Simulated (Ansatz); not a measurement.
Given:

Relaxed ScAl3 (Cu3Au type):

```yaml
crystal:
  lattice:
    - [4.08581, 0.00000, 0.00000]
    - [0.00000, 4.08581, 0.00000]
    - [0.00000, 0.00000, 4.08581]
  atoms:
    - { symbol: Al, position: [0.00000, 0.50000, 0.50000] }
    - { symbol: Al, position: [0.50000, 0.50000, 0.00000] }
    - { symbol: Al, position: [0.50000, 0.00000, 0.50000] }
    - { symbol: Sc, position: [0.00000, 0.00000, 0.00000] }
```

Two-dimensional scan of atom 3 (Al, nearest neighbour Al at 2.889 Å; its periodic images, 4.1 Å or more away, move with it): u runs along (0.707, 0.707, 0.000), v along (0.000, 0.000, 1.000) (Cartesian). Cell and other atoms are fixed.

Calculation: r2SCAN (plane waves to 500 eV, PAW, scalar-relativistic; Ansatz, a first-principles code). k mesh 9×9×9 (Γ-centred), Fermi-Dirac smearing 0.05 eV. The energy includes the smearing's −TS. With partly filled bands, energies and forces of such displacements shift with the k mesh and the smearing. ScAl3 is run without spin polarisation. ScAl3 was relaxed with its symmetry unable to fall. ΔE is measured from the undisplaced structure. Axes are in Å.

The scan covers u from -0.430 to 0.430 Å in 5 points and v from -0.430 to 0.430 Å in 5 points.

Q: Is the undisplaced position a minimum, a maximum or a saddle of this map?

A: A minimum.

Q: What are the two principal curvatures of the energy at the centre?

A: 5.9 and 6.8 eV/Å².

(A displaced cell: forces are minus the slopes of the energy, force constants its curvatures, and phonons follow from these.)
